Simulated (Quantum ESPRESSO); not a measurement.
InYHfO4F2, finding a planted mistake in a log

A calculation, not a measurement. The program is pw.x of Quantum ESPRESSO 7.5 (plane-wave density functional theory). The cell is made up: 9 atoms on a corundum lattice with one site empty, with randomly drawn elements, strain and displacements, not relaxed. PseudoDojo standard norm-conserving files (v0.5 for PBE, v0.4.1 for LDA and PBEsol) set the functional; there is no spin polarisation, spin-orbit coupling or dispersion term, and the masses in the input are unused placeholders.

The hafnium pseudopotential is less sure than the others, with forces about 3 percent (worst 6) and pressure in oxides about 1.5 GPa (worst 2.7) from a second method in checks, which no rerun with the same files tests.

Intended input:

```
&control calculation='scf', pseudo_dir='./dojo.nc.sr.pbe.v0_5.standard.upf', outdir='./o', disk_io='low', tprnfor=.true., tstress=.true. /
&system ibrav=0, nat=9, ntyp=5, nbnd=43, ecutwfc=84.00895049, nosym=.true., tot_charge=0,
 occupations='smearing', smearing='fd', degauss=0.0018374661
/
&electrons conv_thr=7.350e-09, electron_maxstep=60, /
ATOMIC_SPECIES
F 1.0 F.upf
Hf 1.0 Hf.upf
In 1.0 In.upf
O 1.0 O.upf
Y 1.0 Y.upf
CELL_PARAMETERS angstrom
2.7628 1.6186 4.8706
-2.7265 1.63 4.8463
0.028 -3.1675 4.8319
ATOMIC_POSITIONS angstrom
In 0.0206 0.0082 5.1225
Y -0.0121 0.0276 2.1587
Hf 0.0276 0.0314 9.4311
O -1.0662 1.6637 8.492
O -0.8202 -1.6583 8.4313
F 1.964 0.218 8.5141
F 1.1055 -1.6049 6.0245
O 0.8605 1.7543 6.0883
O -1.8473 -0.094 6.064
K_POINTS automatic
5 5 5 1 1 1
```

The log is shortened where brackets say so; the opening notice, blank lines, dates and the lines on written files are dropped, and the path of the files is cut. It prints rydbergs, bohrs and kilobars, and counts compression as positive stress.

Log of the intended run:

```
     Program PWSCF v.7.5
     Parallel version (MPI & OpenMP), running on       4 processor cores
     Number of MPI processes:                 4
     Threads/MPI process:                     1
     [start-up lines left out]
     bravais-lattice index     =            0
     lattice parameter (alat)  =      11.0150  a.u.
     unit-cell volume          =     860.7843 (a.u.)^3
     number of atoms/cell      =            9
     number of atomic types    =            5
     number of electrons       =        74.00
     number of Kohn-Sham states=           43
     kinetic-energy cutoff     =      84.0090  Ry
     charge density cutoff     =     336.0358  Ry
     scf convergence threshold =      7.3E-09
     mixing beta               =       0.7000
     number of iterations used =            8  plain     mixing
     Exchange-correlation= PBE
                           (   1   4   3   4   0   0   0)
     [axes and pseudopotential details left out]
   Cartesian axes
     site n.     atom                  positions (alat units)
         1        In     tau(   1) = (   0.0035341   0.0014068   0.8788159  )
         2        Y      tau(   2) = (  -0.0020759   0.0047351   0.3703465  )
         3        Hf     tau(   3) = (   0.0047351   0.0053870   1.6179992  )
         4        O      tau(   4) = (  -0.1829172   0.2854243   1.4568873  )
         5        O      tau(   5) = (  -0.1407135  -0.2844979   1.4464736  )
         6        F      tau(   6) = (   0.3369438   0.0374001   1.4606787  )
         7        F      tau(   7) = (   0.1896595  -0.2753366   1.0335630  )
         8        O      tau(   8) = (   0.1476274   0.3009677   1.0445086  )
         9        O      tau(   9) = (  -0.3169227  -0.0161266   1.0403397  )
     number of k points=    63  Fermi-Dirac smearing, width (Ry)=  0.0018
                       cart. coord. in units 2pi/alat
        k(    1) = (  -0.0005335  -0.0006671   0.1201988), wk =   0.0320000
        k(    2) = (  -0.0014004  -0.2444054   0.2016898), wk =   0.0320000
     [further k points left out]
     Dense  grid:    89561 G-vectors     FFT dimensions: (  72,  64,  64)
     Estimated max dynamical RAM per process >     265.68 MB
     Estimated total dynamical RAM >     997.11 MB
     Initial potential from superposition of free atoms
     starting charge      73.9898, renormalised to      74.0000
     Starting wfcs are   53 randomized atomic wfcs
     total cpu time spent up to now is        6.5 secs
     per-process dynamical memory:   206.2 Mb
     Self-consistent Calculation
     iteration #  1     ecut=    84.01 Ry     beta= 0.70
     Davidson diagonalization with overlap
     ethr =  1.00E-02,  avg # of iterations =  2.0
     total cpu time spent up to now is       15.0 secs
     total energy              =    -557.45209317 Ry
     estimated scf accuracy    <       3.07001086 Ry
     iteration #  2     ecut=    84.01 Ry     beta= 0.70
     Davidson diagonalization with overlap
     ethr =  4.15E-03,  avg # of iterations =  4.1
     total cpu time spent up to now is       27.9 secs
     total energy              =    -555.97820764 Ry
     estimated scf accuracy    <      15.01717796 Ry
     [iterations 3 to 12 left out]
     iteration # 13     ecut=    84.01 Ry     beta= 0.70
     Davidson diagonalization with overlap
     ethr =  7.26E-10,  avg # of iterations =  4.1
     total cpu time spent up to now is      164.0 secs
     total energy              =    -559.03082037 Ry
     estimated scf accuracy    <       0.00000003 Ry
     iteration # 14     ecut=    84.01 Ry     beta= 0.70
     Davidson diagonalization with overlap
     ethr =  3.85E-11,  avg # of iterations =  4.2
     total cpu time spent up to now is      177.8 secs
     End of self-consistent calculation
     [lines on levels left out]
!    total energy              =    -559.03082038 Ry
     estimated scf accuracy    <          5.3E-09 Ry
     smearing contrib. (-TS)   =       0.00000000 Ry
     internal energy E=F+TS    =    -559.03082038 Ry
     The total energy is F=E-TS. E is the sum of the following terms:
     one-electron contribution =    -184.37554962 Ry
     hartree contribution      =     135.61872881 Ry
     xc contribution           =    -140.39901016 Ry
     ewald contribution        =    -369.87498941 Ry
     convergence has been achieved in  14 iterations
     Forces acting on atoms (cartesian axes, Ry/au):
     atom    1 type  3   force =    -0.00695709    0.13153414    0.03672376
     atom    2 type  5   force =     0.00387876   -0.01821321   -0.02551215
     atom    3 type  2   force =    -0.01472759   -0.01576469    0.00195240
     atom    4 type  4   force =     0.02232363   -0.10516824    0.08301118
     atom    5 type  4   force =     0.07040389    0.07580220    0.07543292
     atom    6 type  1   force =    -0.06306125   -0.04715652    0.01445910
     atom    7 type  1   force =     0.04627319    0.02262040   -0.03082797
     atom    8 type  4   force =    -0.05698303    0.01677341   -0.07850750
     atom    9 type  4   force =    -0.00115051   -0.06042749   -0.07673172
     Total force =     0.290263     Total SCF correction =     0.000079
     Computing stress (Cartesian axis) and pressure
          total   stress  (Ry/bohr**3)                   (kbar)     P=       11.78
   0.00012638   0.00017936  -0.00024537           18.59       26.38      -36.10
   0.00017936  -0.00019306  -0.00017601           26.38      -28.40      -25.89
  -0.00024537  -0.00017601   0.00030689          -36.10      -25.89       45.15
     init_run     :      6.06s CPU      6.31s WALL (       1 calls)
     electrons    :    170.42s CPU    171.24s WALL (       1 calls)
     forces       :      1.42s CPU      1.43s WALL (       1 calls)
     stress       :      5.22s CPU      5.22s WALL (       1 calls)
     [timing details left out]
     PWSCF        :   3m 3.38s CPU   3m 4.55s WALL
     JOB DONE.
```

A second run was made from an input with one planted mistake. Its log:

```
     Program PWSCF v.7.5
     Parallel version (MPI & OpenMP), running on       4 processor cores
     Number of MPI processes:                 4
     Threads/MPI process:                     1
     [start-up lines left out]
     bravais-lattice index     =            0
     lattice parameter (alat)  =      11.0150  a.u.
     unit-cell volume          =     860.7843 (a.u.)^3
     number of atoms/cell      =            9
     number of atomic types    =            5
     number of electrons       =        74.00
     number of Kohn-Sham states=           43
     kinetic-energy cutoff     =      56.6675  Ry
     charge density cutoff     =     226.6698  Ry
     scf convergence threshold =      7.3E-09
     mixing beta               =       0.7000
     number of iterations used =            8  plain     mixing
     Exchange-correlation= PBE
                           (   1   4   3   4   0   0   0)
     [axes and pseudopotential details left out]
   Cartesian axes
     site n.     atom                  positions (alat units)
         1        In     tau(   1) = (   0.0035341   0.0014068   0.8788159  )
         2        Y      tau(   2) = (  -0.0020759   0.0047351   0.3703465  )
         3        Hf     tau(   3) = (   0.0047351   0.0053870   1.6179992  )
         4        O      tau(   4) = (  -0.1829172   0.2854243   1.4568873  )
         5        O      tau(   5) = (  -0.1407135  -0.2844979   1.4464736  )
         6        F      tau(   6) = (   0.3369438   0.0374001   1.4606787  )
         7        F      tau(   7) = (   0.1896595  -0.2753366   1.0335630  )
         8        O      tau(   8) = (   0.1476274   0.3009677   1.0445086  )
         9        O      tau(   9) = (  -0.3169227  -0.0161266   1.0403397  )
     number of k points=    63  Fermi-Dirac smearing, width (Ry)=  0.0018
                       cart. coord. in units 2pi/alat
        k(    1) = (  -0.0005335  -0.0006671   0.1201988), wk =   0.0320000
        k(    2) = (  -0.0014004  -0.2444054   0.2016898), wk =   0.0320000
     [further k points left out]
     Dense  grid:    49565 G-vectors     FFT dimensions: (  54,  54,  54)
     Estimated max dynamical RAM per process >     151.67 MB
     Estimated total dynamical RAM >     570.37 MB
     Check: negative core charge=   -0.000045
     Initial potential from superposition of free atoms
     starting charge      73.9898, renormalised to      74.0000
     Starting wfcs are   53 randomized atomic wfcs
     total cpu time spent up to now is        4.1 secs
     per-process dynamical memory:   116.0 Mb
     Self-consistent Calculation
     iteration #  1     ecut=    56.67 Ry     beta= 0.70
     Davidson diagonalization with overlap
     ethr =  1.00E-02,  avg # of iterations =  2.0
     total cpu time spent up to now is        9.9 secs
     total energy              =    -557.37766652 Ry
     estimated scf accuracy    <       2.98159106 Ry
     iteration #  2     ecut=    56.67 Ry     beta= 0.70
     Davidson diagonalization with overlap
     ethr =  4.03E-03,  avg # of iterations =  4.1
     total cpu time spent up to now is       19.1 secs
     total energy              =    -555.94542256 Ry
     estimated scf accuracy    <      14.53525652 Ry
     [iterations 3 to 12 left out]
     iteration # 13     ecut=    56.67 Ry     beta= 0.70
     Davidson diagonalization with overlap
     ethr =  6.09E-10,  avg # of iterations =  4.0
     total cpu time spent up to now is       91.6 secs
     total energy              =    -558.90794492 Ry
     estimated scf accuracy    <       0.00000002 Ry
     iteration # 14     ecut=    56.67 Ry     beta= 0.70
     Davidson diagonalization with overlap
     ethr =  3.22E-11,  avg # of iterations =  4.2
     total cpu time spent up to now is       97.4 secs
     End of self-consistent calculation
     [lines on levels left out]
!    total energy              =    -558.90794492 Ry
     estimated scf accuracy    <          4.1E-09 Ry
     smearing contrib. (-TS)   =       0.00000000 Ry
     internal energy E=F+TS    =    -558.90794492 Ry
     The total energy is F=E-TS. E is the sum of the following terms:
     one-electron contribution =    -184.13376268 Ry
     hartree contribution      =     135.44880063 Ry
     xc contribution           =    -140.34799345 Ry
     ewald contribution        =    -369.87498942 Ry
     convergence has been achieved in  14 iterations
     Forces acting on atoms (cartesian axes, Ry/au):
     atom    1 type  3   force =    -0.00675338    0.13160441    0.03568867
     atom    2 type  5   force =     0.00384729   -0.01817328   -0.02541799
     atom    3 type  2   force =    -0.01466791   -0.01583862    0.00186032
     atom    4 type  4   force =     0.02234780   -0.10508256    0.08339530
     atom    5 type  4   force =     0.07068077    0.07571922    0.07574789
     atom    6 type  1   force =    -0.06338372   -0.04687410    0.01524140
     atom    7 type  1   force =     0.04663403    0.02296660   -0.03131211
     atom    8 type  4   force =    -0.05713462    0.01681164   -0.07841841
     atom    9 type  4   force =    -0.00157026   -0.06113330   -0.07678506
     Total force =     0.290732     Total SCF correction =     0.000069
     Computing stress (Cartesian axis) and pressure
          total   stress  (Ry/bohr**3)                   (kbar)     P=     -133.82
  -0.00085680   0.00018217  -0.00025476         -126.04       26.80      -37.48
   0.00018217  -0.00118301  -0.00017948           26.80     -174.03      -26.40
  -0.00025476  -0.00017948  -0.00068928          -37.48      -26.40     -101.40
     init_run     :      3.58s CPU      3.70s WALL (       1 calls)
     electrons    :     92.39s CPU     93.31s WALL (       1 calls)
     forces       :      0.81s CPU      0.81s WALL (       1 calls)
     stress       :      2.89s CPU      2.90s WALL (       1 calls)
     [timing details left out]
     PWSCF        :   1m40.04s CPU   1m41.13s WALL
     JOB DONE.
```

Question: what was wrong in the second input?

Answer: the plane-wave cutoff is too low. The input lines that differ, file-writing options aside:

```
- &system ibrav=0, nat=9, ntyp=5, nbnd=43, ecutwfc=84.00895049, nosym=.true., tot_charge=0,
+ &system ibrav=0, nat=9, ntyp=5, nbnd=43, ecutwfc=56.66745479, nosym=.true., tot_charge=0,
```

```
                                            intended run  run with the mistake
                          free energy (eV)     -7606.002             -7604.330
                    smearing term -TS (eV)        0.0000                0.0000
                            pressure (GPa)          1.18                -13.38
            largest force component (eV/Å)         3.382                 3.384
largest change of a force component (eV/Å)                               0.027
                                iterations            14                    14
```

For scale, a rerun of the intended cell at 1437 eV and a 7 x 7 x 7 mesh moved values by no more than 0.003 eV in energy, 0.03 GPa in stress and 0.002 eV/Å in force.